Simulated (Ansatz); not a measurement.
NiO (rock salt)

```xyz
2
Lattice="0.0000 2.1087 2.1087 2.1087 0.0000 2.1087 2.1087 2.1087 0.0000" Properties=species:S:1:pos:R:3 pbc="T T T"
O      0.0000     0.0000     0.0000
Ni     2.1087     2.1087     2.1087
```

The volume is varied about the relaxed value V₀ at fixed cell shape. Symmetry pins the atoms to their sites.

Method: PBE (plane waves to 420 eV, PAW, scalar-relativistic; Ansatz, a program for electronic structure). k mesh 19×19×19 (Γ-centred), Fermi-Dirac smearing 0.05 eV. Stress and pressure are positive under compression. NiO is run spin-polarised and with no Hubbard U; the real compound is an antiferromagnetic insulator, a state that this run doesn't describe. NiO was relaxed with its symmetry unable to fall. Relaxed NiO ends ferromagnetic. The PAW data are Ansatz's earlier set. The magnetic order is the one the run started from; other orders were not tried.

At one point of the scan the stress tensor (GPa) is:

```
    9.5      0.0      0.0
    0.0      9.5      0.0
    0.0      0.0      9.5
```

**Question.** Which point is it?
A. V/V₀ = 0.975
B. V/V₀ = 0.900
C. V/V₀ = 0.950
D. V/V₀ = 0.925

**Answer.** C, V/V₀ = 0.950

(A scan under strain: stresses follow from slopes of the energy per volume, elastic moduli from its curvatures.)
